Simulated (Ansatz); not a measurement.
Computed properties of NaTl

```
Na Tl
1.0
     0.00000    3.73530    3.73530
     3.73530    0.00000    3.73530
     3.73530    3.73530    0.00000
Na Tl
2 2
Cartesian
  3.7353 3.7353 3.7353
  5.6029 5.6029 5.6029
  0.0000 0.0000 0.0000
  1.8677 1.8677 1.8677
```

Atoms are numbered in the order listed.

Structure: COD 1541020, as refined from experiment and not relaxed.

No spin–orbit coupling, which matters for the heavy atoms here.

Methods: DFT, PBEsol, all-electron LAPW, scalar-relativistic (Ansatz 0.2.0); DFT, PBEsol, PAW with Ansatz's default frozen-core files, scalar-relativistic (Ansatz 0.2.0).

For LAPW: a Γ-centred 10×10×10 k mesh, Fermi–Dirac smearing of 0.05 eV, basis error target 1 meV/atom, no spin polarisation. PAW takes a cutoff of 420 eV at this cell (files made with PBE, cores remade for this functional). The Ansatz runs share mesh, smearing and spin set-up. Values come from LAPW unless marked.

```json
{"Pressure at this cell": "0.10 GPa", "Volume per atom": "175.9 bohr³"}
```

Predict this quantity. Band gap.

none: bands cross the Fermi level, a metal.

Give the computed value. Löwdin charges (with 0.04 e of the cell spilling out of the atomic basis, so their sizes and signs hang on that basis).

Na1 0.70, Tl3 -0.68 e.

Give the computed value. Bader charges (from the PAW run).

Na1 +0.74, Tl3 -0.74 e.

Predict this quantity. Density of states at the Fermi level (0.2 eV bin).

1.05 states/eV per cell.
